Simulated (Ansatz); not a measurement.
Lu3GaC:
```xyz
5
Lattice="4.6873 0.0000 0.0000 0.0000 4.6873 0.0000 0.0000 0.0000 4.6873" Properties=species:S:1:pos:R:3 pbc="T T T"
Lu     2.3437     0.0000     0.0000
Lu     0.0000     2.3437     0.0000
Lu     0.0000     0.0000     2.3437
Ga     2.3437     2.3437     2.3437
C      0.0000     0.0000     0.0000
```

Relaxed with r²SCAN. Special points in fractions of this cell's reciprocal vectors: Γ (0.000, 0.000, 0.000); X (0.000, 0.500, 0.000); M (0.500, 0.500, 0.000); R (0.500, 0.500, 0.500).

Q: List the band energies nearest the Fermi level at these points for r²SCAN in the plane-wave PAW code Ansatz.

A: In eV from the Fermi level; about four levels below and three above (degenerate sets whole), none deeper than 8.9 eV; points with the same levels are listed once.

| k | below | above |
|---|---|---|
| Γ | -0.68 -0.68 -0.68 -0.58 -0.58 | 0.18 0.18 0.18 |
| X | -1.16 -1.16 -0.50 -0.50 | 0.75 1.06 2.70 |
| M | -1.80 -1.41 -1.41 -0.70 | 1.92 2.17 2.17 |
| R | -4.28 -4.27 -4.27 -4.27 -0.78 -0.78 -0.78 | 1.71 1.71 1.71 |

Space group Pm-3m (anti-perovskite). The first step of the workflow began from a Materials Project structure, measured or hypothetical; the Crystallography Open Database copy checked does not list it. Its standing as an ambient phase is unchecked. The cell was relaxed with r²SCAN under the symmetry of its start; whether a distortion lowers the energy is not shown. Spin–orbit coupling is left out wherever it is not named.

Potentials: the later of the program's two PAW sets.
